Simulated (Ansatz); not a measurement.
The start is a generated cell, ScAu placed in the AFLOW prototype AB_hR6_160_b_b (B13, as in NiS). A full variable-cell relaxation at zero pressure is run with PBEsol (plane waves to 420 eV, PAW, scalar-relativistic; Ansatz, a quantum-chemistry and plane-wave program). The first steps use a coarse 10×10×10 k-mesh.

Initial structure:
```
CELL_PARAMETERS angstrom
      5.36716     3.09873     1.17171
     -5.36716     3.09873     1.17171
      0.00000    -6.19747     1.17171
ATOMIC_POSITIONS crystal
  Sc 0.99981 0.99981 0.73638
  Sc 0.99981 0.73638 0.99981
  Sc 0.73638 0.99981 0.99981
  Au 0.27120 0.27120 0.60839
  Au 0.27120 0.60839 0.27120
  Au 0.60839 0.27120 0.27120
```

| Item | Result |
|---|---|
| Initial pressure | +20.7 GPa (positive: the cell is compressed) |
| Largest initial force | 2.01 eV/Å, on Sc1, Sc2, Sc3 (atoms numbered as listed) |
| Outcome | The space group stays R3m (No. 160) (the run could not lower it); the end is AFLOW prototype AB_hR6_160_b_b (B13, as in NiS), with 6 atoms in the primitive cell |
| Energy released | 0.39 eV/atom |
| Shortest distances (start → end) | The closest pairs of elements (up to four, under 3.6 Å), start → end: Au–Sc 2.52 → 2.61 Å; Sc–Sc 2.83 → 3.28 Å; Au–Au 3.52 → 2.87 Å |
| Band gap at the end | zero (metallic) |
| Optimiser moves | 14 |

Final values are on a 15×15×15 k-mesh of the relaxed cell. No spin polarisation in the result.

The run could not lose the symmetry of its start: the end is stationary, and may be a saddle point rather than a minimum.

The relaxed structure here is a generated cell of ScAu: the first start was made by placing the elements on the sites of a structure type, and the end was not matched to a known phase here, so it may be hypothetical.
